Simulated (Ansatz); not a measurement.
Zone-centre phonons of B6As: input and output

Method: DFT PBEsol, scalar-relativistic, plane waves, PAW (Ansatz 0.2.0).

Launched with:
```bash
ansatz run input.yaml --threads 4 --pin off --max-ram 12288MiB --backend cpu --events-out ev --progress --plain --runs-dir out
```

Input (bare energies are in eV):
```yaml
crystal:
  lattice:
    - [3.0613767638, 1.7674866987, 3.9478644656]
    - [-3.0613767638, 1.7674866987, 3.9478644656]
    - [0.0, -3.5349733974, 3.9478644656]
  atoms:
    - { symbol: B, position: [0.0156755078, 0.0156755078, 0.3246630442] }
    - { symbol: B, position: [0.0156755078, 0.3246630442, 0.0156755078] }
    - { symbol: B, position: [0.8217969086, 0.2725904224, 0.8217969086] }
    - { symbol: B, position: [0.8217969086, 0.8217969086, 0.2725904224] }
    - { symbol: B, position: [0.2725904224, 0.8217969086, 0.8217969086] }
    - { symbol: B, position: [0.7274095776, 0.1782030914, 0.1782030914] }
    - { symbol: B, position: [0.1782030914, 0.7274095776, 0.1782030914] }
    - { symbol: B, position: [0.1782030914, 0.1782030914, 0.7274095776] }
    - { symbol: B, position: [0.9843244922, 0.6753369558, 0.9843244922] }
    - { symbol: B, position: [0.9843244922, 0.9843244922, 0.6753369558] }
    - { symbol: B, position: [0.6753369558, 0.9843244922, 0.9843244922] }
    - { symbol: B, position: [0.3246630442, 0.0156755078, 0.0156755078] }
    - { symbol: As, position: [0.6007980165, 0.6007980165, 0.6007980165] }
    - { symbol: As, position: [0.3992019835, 0.3992019835, 0.3992019835] }
basis:
  ecutwfc: 420
kpoints:
  mp_grid: { grid: [6, 6, 6] }
hamiltonian:
  xc: pbesol
scf:
  occupations: { method: fixed }
output:
  eigenvalues: true
phonons:
  method: dfpt
  dielectric: true
  rigid_motions: translations
```

Results section of the output:
```
--- Phonons (Γ-DFPT): 7 representative perturbations + reference, on 112 of 216 k-points (Σ response iterations 24) ---
  k mesh reduced under 1 symmetry operation, with k and −k counted as one. Each operation leaves every solved perturbation unchanged. A smaller set is not considered because the run solves the response ...
  ASR residual: 5.439e-5 → 0.000e0 eV/Å²; symmetrization residual: 1.934e-5 eV/Å²
  ASR residual per site (eV/Å²): 3.47e-6 3.01e-6 1.76e-5 2.03e-5 1.76e-5 1.76e-5 1.76e-5 2.03e-5 3.01e-6 3.47e-6 3.01e-6 3.01e-6 5.44e-5 5.44e-5
  Γ frequencies (cm⁻¹): 0.00 0.00 0.00 224.27 233.66 233.66 300.80 374.01 374.01 403.39 477.09 477.09 494.87 494.87 557.59 586.48 586.48 594.04 635.31 685.11 685.11 733.04 733.04 741.28 746.07 746.07 792.21 796.96 796.96 799.58 799.58 ...
  ε∞ (high-frequency dielectric tensor):
        7.671125     0.000000     0.000000
        0.000000     7.671125    -0.000000
        0.000000    -0.000000     7.896785
  ε⁰ (static dielectric tensor: ions relaxed, cell fixed):
        7.877479    -0.000000     0.000000
       -0.000000     7.877479    -0.000000
        0.000000    -0.000000     8.703929
  ε⁰ − ε∞ (ionic part):
        0.206354    -0.000000     0.000000
       -0.000000     0.206354    -0.000000
        0.000000    -0.000000     0.807144
  softest optical mode at Γ: 224.27 cm⁻¹; the repairs (sum rule, projections) moved no ω² at Γ by more than (4.60 cm⁻¹)²
  Born effective charges Z* (e; rows j = field, columns β = displacement):
    site 0:
        -0.32729   -0.00000   -0.00000
        -0.00000    0.02583   -0.25114
        -0.00000   -0.35689   -0.04555
    site 1:
        -0.06245   -0.15291   -0.21749
        -0.15291   -0.23901    0.12557
        -0.30907    0.17844   -0.04555
    site 2:
         0.10899   -0.40954    0.10688
        -0.40954   -0.36391   -0.06170
         0.31306   -0.18074   -0.38331
    site 3:
        -0.60036    0.00000   -0.00000
         0.00000    0.34544    0.12341
        -0.00000    0.36149   -0.38331
    site 4:
         0.10899    0.40954   -0.10688
         0.40954   -0.36391   -0.06170
        -0.31306   -0.18074   -0.38331
    site 5:
         0.10899    0.40954   -0.10688
         0.40954   -0.36391   -0.06170
        -0.31306   -0.18074   -0.38331
    site 6:
         0.10899   -0.40954    0.10688
        -0.40954   -0.36391   -0.06170
         0.31306   -0.18074   -0.38331
    site 7:
        -0.60036    0.00000   -0.00000
         0.00000    0.34544    0.12341
        -0.00000    0.36149   -0.38331
    site 8:
        -0.06245   -0.15291   -0.21749
        -0.15291   -0.23901    0.12557
        -0.30907    0.17844   -0.04555
    site 9:
        -0.32729   -0.00000   -0.00000
        -0.00000    0.02583   -0.25114
        -0.00000   -0.35689   -0.04555
    site 10:
        -0.06245    0.15291    0.21749
         0.15291   -0.23901    0.12557
         0.30907    0.17844   -0.04555
    site 11:
        -0.06245    0.15291    0.21749
         0.15291   -0.23901    0.12557
         0.30907    0.17844   -0.04555
    site 12:
         0.83459   -0.00000    0.00000
         0.00000    0.83459   -0.00000
         0.00000    0.00000    1.28657
    site 13:
         0.83459   -0.00000    0.00000
         0.00000    0.83459   -0.00000
         0.00000    0.00000    1.28657
  Z* charge neutrality: 1.077e-2 e pre-enforcement
  solved inside a basis spanned on kpoints, on 6×6×6 k-points, its susceptibility summed on 10×10×10: ε∞ is read to err by 3.0e-2, Z* by 1.8e-2 e (field_mesh: kpoints solves on kpoints); Z* is corrected for ...
  optical modes at Γ without the LO–TO term, one row a degenerate level:
      ω (cm⁻¹) modes IR ((D/Å)²/amu)
        224.27      1             2.1056
        233.66      2             0.0000
        300.80      1             0.0000
        374.01      2             1.8842
        403.39      1             0.0000
        477.09      2             0.4488
        494.87      2             0.0000
        557.59      1             0.0000
        586.48      2             0.4505
        594.04      1             0.8843
        635.31      1             0.0000
        685.11      2             0.0000
        733.04      2             0.0000
        741.28      1             0.0000
        746.07      2             1.5023
        792.21      1             0.0000
        796.96      2             0.0519
        799.58      2             0.0000
        831.58      1             0.6521
        895.64      1             0.0000
        900.74      1             2.5897
        969.67      2             0.0000
        970.91      1             0.0000
        978.61      2             5.0467
        992.63      1             0.0000
       1017.14      2             0.0000
  optical modes at Γ + LO–TO along q̂ = [1.0000, 0.0000, 0.0000]:
      ω (cm⁻¹) modes IR ((D/Å)²/amu)
        224.27      1             2.1056
        233.66      2             0.0000
        300.80      1             0.0000
        374.01      1             0.9421
        376.68      1             0.9074
        403.39      1             0.0000
        477.09      1             0.2244
        477.61      1             0.2272
        494.87      2             0.0000
        557.59      1             0.0000
        586.48      1             0.2252
        586.90      1             0.2240
        594.04      1             0.8843
        635.31      1             0.0000
        685.11      2             0.0000
        733.04      2             0.0000
        741.28      1             0.0000
        746.07      1             0.7511
        747.16      1             0.7424
        792.21      1             0.0000
        796.96      1             0.0259
        796.99      1             0.0265
        799.58      2             0.0000
        831.58      1             0.6521
        895.64      1             0.0000
        900.74      1             2.5897
        969.67      2             0.0000
        970.91      1             0.0000
        978.61      1             2.5234
        981.42      1             2.5646
        992.63      1             0.0000
       1017.14      2             0.0000
  optical modes at Γ + LO–TO along q̂ = [0.0000, 1.0000, 0.0000]:
      ω (cm⁻¹) modes IR ((D/Å)²/amu)
        224.27      1             2.1056
        233.66      2             0.0000
        300.80      1             0.0000
        374.01      1             0.9421
        376.68      1             0.9074
        403.39      1             0.0000
        477.09      1             0.2244
        477.61      1             0.2272
        494.87      2             0.0000
        557.59      1             0.0000
        586.48      1             0.2252
        586.90      1             0.2240
        594.04      1             0.8843
        635.31      1             0.0000
        685.11      2             0.0000
        733.04      2             0.0000
        741.28      1             0.0000
        746.07      1             0.7511
        747.16      1             0.7424
        792.21      1             0.0000
        796.96      1             0.0259
        796.99      1             0.0265
        799.58      2             0.0000
        831.58      1             0.6521
        895.64      1             0.0000
        900.74      1             2.5897
        969.67      2             0.0000
        970.91      1             0.0000
        978.61      1             2.5234
        981.42      1             2.5646
        992.63      1             0.0000
       1017.14      2             0.0000
  optical modes at Γ + LO–TO along q̂ = [0.0000, 0.0000, 1.0000]:
      ω (cm⁻¹) modes IR ((D/Å)²/amu)
        233.66      2             0.0000
        233.81      1             2.0410
        300.80      1             0.0000
        374.01      2             1.8842
        403.39      1             0.0000
        477.09      2             0.4488
        494.87      2             0.0000
        557.59      1             0.0000
        586.48      2             0.4505
        595.61      1             0.8816
        635.31      1             0.0000
        685.11      2             0.0000
        733.04      2             0.0000
        741.28      1             0.0000
        746.07      2             1.5023
        792.21      1             0.0000
        796.96      2             0.0519
        799.58      2             0.0000
        832.38      1             0.6100
        895.64      1             0.0000
        903.83      1             2.6991
        969.67      2             0.0000
        970.91      1             0.0000
        978.61      2             5.0467
        992.63      1             0.0000
       1017.14      2             0.0000
```

The run took 4.2 min on 4 threads of Arm Neoverse V2, with other jobs on the host, peak memory 2.8 GiB.